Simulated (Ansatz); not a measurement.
Input, command and steps of an Ansatz relaxation.

```yaml
crystal:
  lattice:
    - [2.428556217, 0.0, 0.0]
    - [-1.2142781085, 2.1031913784, 0.0]
    - [0.0, 0.0, 18.6799200913]
  atoms:
    - { symbol: C, position: [0.6666666667, 0.3333333333, 0.9519926274] }
    - { symbol: C, position: [0.6666666667, 0.3333333333, 0.4520452513] }
    - { symbol: C, position: [0.6666666667, 0.3333333333, 0.7792880787] }
    - { symbol: C, position: [0.6666666667, 0.3333333333, 0.2793407026] }
    - { symbol: C, position: [0.0, 0.0, 0.615666665] }
    - { symbol: C, position: [0.3333333333, 0.6666666667, 0.2792880787] }
    - { symbol: C, position: [0.0, 0.0, 0.115666665] }
    - { symbol: C, position: [0.6666666667, 0.3333333333, 0.615666665] }
    - { symbol: C, position: [0.3333333333, 0.6666666667, 0.7793407026] }
    - { symbol: C, position: [0.3333333333, 0.6666666667, 0.115666665] }
    - { symbol: C, position: [0.3333333333, 0.6666666667, 0.4519926274] }
    - { symbol: C, position: [0.3333333333, 0.6666666667, 0.9520452513] }
basis:
  ecutwfc: 420
kpoints:
  mp_grid: { grid: [18, 18, 2] }
hamiltonian:
  xc: pbe
  dispersion: d3bj
scf:
  occupations: { method: gaussian, width: 0.1 }
output:
  forces: true
  stress: true
  eigenvalues: true
relax:
  adjacent_minimum: "off"
  f_tol: 0.01
  max_steps: 30
  cell: { stress_tol: 0.1, fix: [volume] }
```

```bash
ansatz run input.yaml --threads 2 --pin off --max-ram 5120MiB --backend cpu --events-out ev --progress --plain --runs-dir out
```

All numbers below come from Ansatz 0.2.0, DFT PBE+D3(BJ), scalar-relativistic, plane waves, PAW.

The volume is held at 0.88 times that of the relaxed cell.

Of 8 frames 7 are shown, positions in Å and forces in eV/Å; the SCF threshold varies from step to step. Steps run on the plane waves of an earlier cell, with a Pulay correction in the pressure. The basis is chosen afresh for the last frame, the zero of the energies, and at times for earlier ones too; energy and pressure step there, also at an unchanged geometry. The mark taken_back stands on steps that the optimiser undid.

```xyz
12
Lattice="2.4286 0.0000 0.0000 -1.2143 2.1032 0.0000 0.0000 0.0000 18.6799" Properties=species:S:1:pos:R:3:forces:R:3 pbc="T T T" step=1 free_energy_over_end_meV_per_atom=7.49 pressure_GPa=16.82
C     1.2143    0.7011   17.7831    0.0000    0.0000   -0.0029
C     1.2143    0.7011    8.4442    0.0000    0.0000   -0.0008
C     1.2143    0.7011   14.5570    0.0000    0.0000    0.0008
C     1.2143    0.7011    5.2181    0.0000    0.0000    0.0029
C     0.0000    0.0000   11.5006    0.0000    0.0000    0.0000
C     0.0000    1.4021    5.2171    0.0000    0.0000    0.0008
C     0.0000    0.0000    2.1606    0.0000    0.0000    0.0000
C     1.2143    0.7011   11.5006    0.0000    0.0000    0.0000
C     0.0000    1.4021   14.5580    0.0000    0.0000    0.0029
C     0.0000    1.4021    2.1606    0.0000    0.0000    0.0000
C     0.0000    1.4021    8.4432    0.0000    0.0000   -0.0029
C     0.0000    1.4021   17.7841    0.0000    0.0000   -0.0008
12
Lattice="2.4471 0.0000 0.0000 -1.2235 2.1192 0.0000 0.0000 0.0000 18.3980" Properties=species:S:1:pos:R:3:forces:R:3 pbc="T T T" step=2 free_energy_over_end_meV_per_atom=0.45 pressure_GPa=9.34
C     1.2235    0.7064   17.4963    0.0000    0.0000    0.0308
C     1.2235    0.7064    8.2982    0.0000    0.0000    0.0399
C     1.2235    0.7064   14.3559    0.0000    0.0000   -0.0399
C     1.2235    0.7064    5.1578    0.0000    0.0000   -0.0308
C     0.0000    0.0000   11.3271    0.0000    0.0000    0.0000
C     0.0000    1.4128    5.1569    0.0000    0.0000   -0.0399
C     0.0000    0.0000    2.1280    0.0000    0.0000    0.0000
C     1.2235    0.7064   11.3271    0.0000    0.0000    0.0000
C     0.0000    1.4128   14.3568    0.0000    0.0000   -0.0308
C     0.0000    1.4128    2.1280    0.0000    0.0000    0.0000
C     0.0000    1.4128    8.2973    0.0000    0.0000    0.0308
C     0.0000    1.4128   17.4973    0.0000    0.0000    0.0399
12
Lattice="2.4577 0.0000 0.0000 -1.2289 2.1284 0.0000 0.0000 0.0000 18.2394" Properties=species:S:1:pos:R:3:forces:R:3 pbc="T T T" step=3 free_energy_over_end_meV_per_atom=14.01 pressure_GPa=6.02 taken_back
C     1.2289    0.7095   17.5186    0.0000    0.0000   -0.2758
C     1.2289    0.7095    8.3999    0.0000    0.0000   -0.2241
C     1.2289    0.7095   14.0589    0.0000    0.0000    0.2241
C     1.2289    0.7095    4.9402    0.0000    0.0000    0.2758
C     0.0000    0.0000   11.2294    0.0000    0.0000    0.0000
C     0.0000    1.4190    4.9392    0.0000    0.0000    0.2241
C     0.0000    0.0000    2.1097    0.0000    0.0000    0.0000
C     1.2289    0.7095   11.2294    0.0000    0.0000    0.0000
C     0.0000    1.4190   14.0599    0.0000    0.0000    0.2758
C     0.0000    1.4190    2.1097    0.0000    0.0000    0.0000
C     0.0000    1.4190    8.3989    0.0000    0.0000   -0.2758
C     0.0000    1.4190   17.5195    0.0000    0.0000   -0.2241
12
Lattice="2.4503 0.0000 0.0000 -1.2251 2.1220 0.0000 0.0000 0.0000 18.3499" Properties=species:S:1:pos:R:3:forces:R:3 pbc="T T T" step=4 free_energy_over_end_meV_per_atom=0.01 pressure_GPa=8.09
C     1.2251    0.7073   17.4716    0.0000    0.0000   -0.0066
C     1.2251    0.7073    8.2979    0.0000    0.0000    0.0004
C     1.2251    0.7073   14.2969    0.0000    0.0000   -0.0004
C     1.2251    0.7073    5.1232    0.0000    0.0000    0.0066
C     0.0000    0.0000   11.2974    0.0000    0.0000    0.0000
C     0.0000    1.4147    5.1220    0.0000    0.0000   -0.0004
C     0.0000    0.0000    2.1225    0.0000    0.0000    0.0000
C     1.2251    0.7073   11.2974    0.0000    0.0000    0.0000
C     0.0000    1.4147   14.2981    0.0000    0.0000    0.0066
C     0.0000    1.4147    2.1225    0.0000    0.0000    0.0000
C     0.0000    1.4147    8.2967    0.0000    0.0000   -0.0066
C     0.0000    1.4147   17.4728    0.0000    0.0000    0.0004
12
Lattice="2.4508 0.0000 0.0000 -1.2254 2.1225 0.0000 0.0000 0.0000 18.3423" Properties=species:S:1:pos:R:3:forces:R:3 pbc="T T T" step=5 free_energy_over_end_meV_per_atom=0.00 pressure_GPa=7.89
C     1.2254    0.7075   17.4628    0.0000    0.0000   -0.0002
C     1.2254    0.7075    8.2930    0.0000    0.0000   -0.0002
C     1.2254    0.7075   14.2925    0.0000    0.0000    0.0002
C     1.2254    0.7075    5.1227    0.0000    0.0000    0.0002
C     0.0000    0.0000   11.2927    0.0000    0.0000    0.0000
C     0.0000    1.4150    5.1214    0.0000    0.0000    0.0002
C     0.0000    0.0000    2.1216    0.0000    0.0000    0.0000
C     1.2254    0.7075   11.2927    0.0000    0.0000    0.0000
C     0.0000    1.4150   14.2939    0.0000    0.0000    0.0002
C     0.0000    1.4150    2.1216    0.0000    0.0000    0.0000
C     0.0000    1.4150    8.2916    0.0000    0.0000   -0.0002
C     0.0000    1.4150   17.4641    0.0000    0.0000   -0.0002
12
Lattice="2.4508 0.0000 0.0000 -1.2254 2.1225 0.0000 0.0000 0.0000 18.3423" Properties=species:S:1:pos:R:3:forces:R:3 pbc="T T T" step=6 free_energy_over_end_meV_per_atom=0.00 pressure_GPa=7.89
C     1.2254    0.7075   17.4628    0.0000    0.0000   -0.0003
C     1.2254    0.7075    8.2930    0.0000    0.0000   -0.0003
C     1.2254    0.7075   14.2925    0.0000    0.0000    0.0003
C     1.2254    0.7075    5.1227    0.0000    0.0000    0.0003
C     0.0000    0.0000   11.2927    0.0000    0.0000    0.0000
C     0.0000    1.4150    5.1214    0.0000    0.0000    0.0003
C     0.0000    0.0000    2.1216    0.0000    0.0000    0.0000
C     1.2254    0.7075   11.2927    0.0000    0.0000    0.0000
C     0.0000    1.4150   14.2939    0.0000    0.0000    0.0003
C     0.0000    1.4150    2.1216    0.0000    0.0000    0.0000
C     0.0000    1.4150    8.2916    0.0000    0.0000   -0.0003
C     0.0000    1.4150   17.4641    0.0000    0.0000   -0.0003
12
Lattice="2.4511 0.0000 0.0000 -1.2255 2.1227 0.0000 0.0000 0.0000 18.3383" Properties=species:S:1:pos:R:3:forces:R:3 pbc="T T T" step=8 free_energy_over_end_meV_per_atom=0.00 pressure_GPa=7.79
C     1.2255    0.7076   17.4589    0.0000    0.0000   -0.0001
C     1.2255    0.7076    8.2911    0.0000    0.0000    0.0000
C     1.2255    0.7076   14.2895    0.0000    0.0000    0.0000
C     1.2255    0.7076    5.1217    0.0000    0.0000    0.0001
C     0.0000    0.0000   11.2903    0.0000    0.0000    0.0000
C     0.0000    1.4151    5.1204    0.0000    0.0000    0.0000
C     0.0000    0.0000    2.1211    0.0000    0.0000    0.0000
C     1.2255    0.7076   11.2903    0.0000    0.0000    0.0000
C     0.0000    1.4151   14.2909    0.0000    0.0000    0.0001
C     0.0000    1.4151    2.1211    0.0000    0.0000    0.0000
C     0.0000    1.4151    8.2897    0.0000    0.0000   -0.0001
C     0.0000    1.4151   17.4602    0.0000    0.0000    0.0000
```

The run took 74 s on 2 threads of Arm Neoverse V1 (shared host), peak memory 0.49 GiB.